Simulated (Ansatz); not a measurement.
Si$_{2}$W:
```xyz
3
Lattice="-1.6014 1.6014 3.9083 1.6014 -1.6014 3.9083 1.6014 1.6014 -3.9083" Properties=species:S:1:pos:R:3 pbc="T T T"
Si     0.0000     0.0000     2.6148
Si     0.0000     0.0000     5.2017
W      0.0000     0.0000     0.0000
```

Relaxed with PBEsol.

Question: Decompose the optical modes at the zone centre into irreducible representations, and say which are infrared and Raman allowed.

Answer: Point group 4/mmm: Γ_opt = A1g + A2u + Eg + Eu. Infrared: A2u, Eu. Raman: A1g, Eg.

Question: Assign frequencies (DFPT, PBEsol (plane waves, PAW; program Ansatz)).

Answer: Eu 263, A2u 305, Eg 341, A1g 448 cm⁻¹.

Space group I4/mmm (MoSi2 or CaC2 type). The PBEsol relaxation kept the symmetry of its start. No spin polarisation was allowed. As this level gives no gap, phonon frequencies hold no LO–TO term and depend on the k-mesh and smearing (Fermi–Dirac, 0.1 eV here). Spin–orbit coupling is left out wherever it is not named.

Potentials: the earlier of the program's two PAW sets. The files were generated under PBE; for other functionals the program regenerates the frozen cores, and for LDA and PBEsol the local potential too.
